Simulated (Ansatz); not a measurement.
The calculation used DFT, PBEsol, plane waves (420 eV) with PAW, scalar-relativistic (Ansatz). The PAW files were generated under PBE, with cores re-solved for the functional.

An element in the hcp structure gives this curve. The cell is scaled uniformly from the relaxed one, with fractional coordinates and shape fixed. Energies are extrapolated to zero smearing, pressures are those at the given smearing. Magnetic state: spin not included.

```tsv
V (Å³/atom)	E − E₀ (meV/atom)	P (GPa)
30.520	41.6	3.76
31.908	16.4	2.30
33.295	3.1	1.03
34.682	0.2	-0.08
36.069	6.3	-1.05
37.457	20.3	-1.90
38.844	41.2	-2.65
```

Task: Which element is it?
A. lanthanum
B. thulium
C. ytterbium
D. sodium

Result: A. Its fit is V₀ = 34.41 Å³/atom, B₀ = 27 GPa, B₀′ = 2.4.
